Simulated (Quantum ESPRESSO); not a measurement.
# Strain and stress in Ge3Si3AlP

The results below are calculated, not measured. They come from pw.x of Quantum ESPRESSO 7.5, a plane-wave density functional program, with PseudoDojo standard norm-conserving files (v0.5 for PBE, v0.4.1 for LDA and PBEsol). The cells are made up: elements, strain and atom displacements were drawn at random, and nothing was relaxed. There is no spin polarisation, spin-orbit coupling or dispersion term.

The cell has 8 sites of a zincblende or diamond lattice. Sites 1 to 4 hold Ge Ge Si Al; sites 5 to 8 hold P Si Si Ge. Cell vectors in Å: (5.457, 0.037, -0.023); (0.037, 5.598, -0.006); (-0.023, -0.006, 5.422). Settings: PBE, cutoff 1061 eV, 6 x 6 x 6 k mesh shifted by half a step, Fermi-Dirac smearing of 0.1 eV.

Each run adds the same strain along x and y to one cell, with the atoms carried along; the vectors above are those of run 5. Stress is positive in tension and P is minus a third of its trace. E is the free energy for each atom above the lowest run shown.

| run | strain (%) | s_xx (GPa) | s_yy (GPa) | s_zz (GPa) | s_xy (GPa) | P (GPa) | E (meV/atom) |
| --- | --- | --- | --- | --- | --- | --- | --- |
| 1 | -2.40 | -12.41 | -12.54 | -12.40 | -2.59 | 12.45 | 79.90 |
| 3 | -1.22 | -9.51 | -9.44 | -10.15 | -2.27 | 9.70 | 47.32 |
| 4 | -0.93 | -8.84 | -8.72 | -9.64 | -2.20 | 9.07 | 40.56 |
| 5 | 0.35 | -6.07 | -5.74 | -7.54 | -1.91 | 6.45 | 16.59 |
| 6 | 1.45 | -3.91 | -3.43 | -5.94 | -1.70 | 4.43 | 2.97 |
| 7 | 1.79 | -3.28 | -2.76 | -5.48 | -1.63 | 3.84 | 0.00 |
| 2 | -1.65 | ? | ? | ? | ? | ? | ? |

A rerun of one of these cells at 1347 eV and k mesh 8 x 8 x 8 moved values by no more than 0.002 eV in the cell's energy, 0.04 GPa in stress and 0.007 eV/Å in force.

## Worked fit

A parabola through the six runs shown gives s_xx = -6.79 + 2.12 e - 0.091 e² GPa, with e in per cent and a scatter of 0.01 GPa. The slope is a stiffness of 212 ± 1 GPa for each unit of this strain at e = 0, the sum of the responses of s_xx to strain along x and along y. The atoms are clamped, and relaxing them would in general lower it. The error is the larger of the fit's own and the change that a cubic makes, rounded up.

## Withheld run

Question: what s_xx should run 2 give?

The fit gives -10.54 GPa. The calculation gave -10.54 GPa.

| run | strain (%) | s_xx (GPa) | s_yy (GPa) | s_zz (GPa) | s_xy (GPa) | P (GPa) | E (meV/atom) |
| --- | --- | --- | --- | --- | --- | --- | --- |
| 2 | -1.65 | -10.54 | -10.53 | -10.94 | -2.38 | 10.67 | 58.16 |